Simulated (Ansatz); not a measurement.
# HfN: do energies and stresses tell the same story?

Level of theory: DFT r2SCAN, scalar-relativistic, plane waves, PAW (Ansatz 0.2.0).

Plane waves to 500 eV, a k mesh through Γ of 16×16×16 on the computed 2-atom cell and Gaussian smearing (0.10 eV); no spin polarisation.

Relaxed cell: Fm-3m, a = 4.525 Å, b = 4.525 Å, c = 4.525 Å, α = 90.00°, β = 90.00°, γ = 90.00°, 2 atoms in the primitive cell.

Energies at zero smearing and pressures from the stress tensor, at volumes with shape and atoms relaxed:
```json
{"V (Å³/atom)": "10.890", "E − E(first) (meV/atom)": "0.00", "P (GPa)": "19.86"}
{"V (Å³/atom)": "11.238", "E − E(first) (meV/atom)": "-31.14", "P (GPa)": "9.14"}
{"V (Å³/atom)": "11.585", "E − E(first) (meV/atom)": "-40.76", "P (GPa)": "-0.02"}
{"V (Å³/atom)": "11.933", "E − E(first) (meV/atom)": "-31.99", "P (GPa)": "-7.85"}
{"V (Å³/atom)": "12.280", "E − E(first) (meV/atom)": "-7.50", "P (GPa)": "-14.54"}
```

Q: Check P = −dE/dV between neighbouring volumes, and get the bulk modulus from the pressures alone.

A: With 1 eV/Å³ = 160.2 GPa:
```json
{"middle V (Å³/atom)": "11.064", "−ΔE/ΔV (GPa)": "14.354", "mean P (GPa)": "14.498"}
{"middle V (Å³/atom)": "11.411", "−ΔE/ΔV (GPa)": "4.436", "mean P (GPa)": "4.559"}
{"middle V (Å³/atom)": "11.759", "−ΔE/ΔV (GPa)": "-4.043", "mean P (GPa)": "-3.936"}
{"middle V (Å³/atom)": "12.106", "−ΔE/ΔV (GPa)": "-11.291", "mean P (GPa)": "-11.198"}
```

The two differ by 0.14 GPa at most. The mean of two end pressures misses the average over a step by about ΔV² P″/12, up to 0.14 GPa here; with that taken off 0.01 GPa remains. Around V = 11.585 Å³/atom, the two neighbours give B = −V ΔP/ΔV = 11.585 × 16.99 / 0.695 = 283.2 GPa, against B0 = 282.1 GPa from the Birch–Murnaghan fit of the energies.

Spin–orbit coupling is left out, which can shift energies with elements as heavy as these. Spin polarisation was left out, and a magnetic state may lie lower.